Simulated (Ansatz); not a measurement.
Given:

Relaxed Cs$_{2}$AgBiBr$_{6}$ (double-perovskite type, space group Fm-3m):

```yaml
crystal:
  lattice:
    - [0.00000, 5.73848, 5.73848]
    - [5.73848, 0.00000, 5.73848]
    - [5.73848, 5.73848, 0.00000]
  atoms:
    - { symbol: Cs, position: [0.25000, 0.25000, 0.25000] }
    - { symbol: Cs, position: [0.75000, 0.75000, 0.75000] }
    - { symbol: Ag, position: [0.50000, 0.50000, 0.50000] }
    - { symbol: Bi, position: [0.00000, 0.00000, 0.00000] }
    - { symbol: Br, position: [0.74863, 0.25137, 0.25137] }
    - { symbol: Br, position: [0.25137, 0.74863, 0.74863] }
    - { symbol: Br, position: [0.25137, 0.74863, 0.25137] }
    - { symbol: Br, position: [0.74863, 0.25137, 0.74863] }
    - { symbol: Br, position: [0.25137, 0.25137, 0.74863] }
    - { symbol: Br, position: [0.74863, 0.74863, 0.25137] }
```

The atoms are displaced by Q × the pattern below (from a DFPT mode at Γ, largest move 1; Q in Å), at fixed cell. It is one choice among 3 degenerate patterns.

```tsv
atom	x	y	z
Br7	0.000	0.000	-1.000
Br8	0.000	0.000	1.000
Br9	0.000	1.000	0.000
Br10	0.000	-1.000	0.000
```

Atoms not listed stay in place.

Calculation: PBE (plane waves to 420 eV, PAW, scalar-relativistic; Ansatz, a program for electronic structure). k mesh 5×5×5 (Γ-centred), fixed occupations. Cs2AgBiBr6 was relaxed with its symmetry unable to fall. Spin-orbit coupling is left out, though Bi is heavy. The zero of ΔE is the undisplaced structure.

The scan covers Q from -0.660 to 0.660 Å in 13 points.

Is this a single well or a double well?

A double well: the undisplaced structure is a maximum between two minima.

Is the energy the same for equal positive and negative displacements?

Even: the same for both signs.

Which space group does the distorted structure have?

I4/m (No. 87), lowered from Fm-3m.

What is the energy change at Q = 0.660 Å?

94.3 meV/cell.

By a smooth curve, how deep is the well, measured from the undisplaced structure?

6.5 meV/cell, cell held fixed.

(A displaced cell: forces are minus the slopes of the energy, force constants its curvatures, and phonons follow from these.)
